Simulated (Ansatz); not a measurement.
Level of theory: DFT PBE, scalar-relativistic, plane waves, PAW (Ansatz). All cells share a 420 eV cutoff and Γ-centred k meshes spaced at most about 0.3 Å⁻¹ (about 0.25 or finer for metals, 2π included). No spin polarisation in the final relaxations.

These are static total energies at zero pressure.

Compare these two cells of In3As, each relaxed at this level.

A.

```xyz
4
Lattice="-2.9883 2.9883 2.9883 2.9883 -2.9883 2.9883 2.9883 2.9883 -2.9883" Properties=species:S:1:pos:R:3 pbc="T T T"
In    2.9883    0.0000    0.0000
In    0.0000    2.9883    0.0000
In    0.0000    0.0000    2.9883
As    0.0000    0.0000    0.0000
```

B.

```xyz
4
Lattice="-2.7782 2.7782 3.3197 2.7782 -2.7782 3.3197 2.7782 2.7782 -3.3197" Properties=species:S:1:pos:R:3 pbc="T T T"
In    0.0000    0.0000    3.3197
In    0.0000    2.7782    1.6598
In    2.7782    0.0000    1.6598
As    0.0000    0.0000    0.0000
```

Question: Which is lower in energy, and by how much?

Answer: B is lower, by 16 meV/atom. A has space group Im-3m (No. 229), 26.7 Å³/atom and no gap on its mesh; B has space group I4/mmm (No. 139), 25.6 Å³/atom and no gap. Counting In atoms around As (those within 1.25 times the shortest such distance or 1.15 times the sum of covalent radii; a plus sign parts nearer from farther groups; the shortest distance is added where it is long for a bond), A has As 6 and B has As 10+4 from 3.2 Å. The denser one is the lower, and pressure would at first widen the difference. Even the lower one lies +0.09 eV/atom against the reference forms of the elements (uncorrected), so neither is stable at this level. In A, In is surrounded by 2 As at 2.99 Å and 4 In at 2.99 Å; As has 6 In at 2.99 Å. In B, around In on a site of symmetry 4/mmm lie 8 In at 3.24 Å, 2 As at 3.32 Å and 4 As at 3.93 Å; In on a site of symmetry -4m2 has 4 As at 3.24 Å, 6 In at 3.24–3.32 Å and 4 In at 3.93 Å; around As lie 10 In at 3.24–3.32 Å and 4 In at 3.93 Å. Both come from invented guesses. A third cell relaxed alike, in Pm-3m (a Materials Project cell), lies 15 meV/atom below the lower of the two.

Cells relaxed within their symmetry can be saddle points.
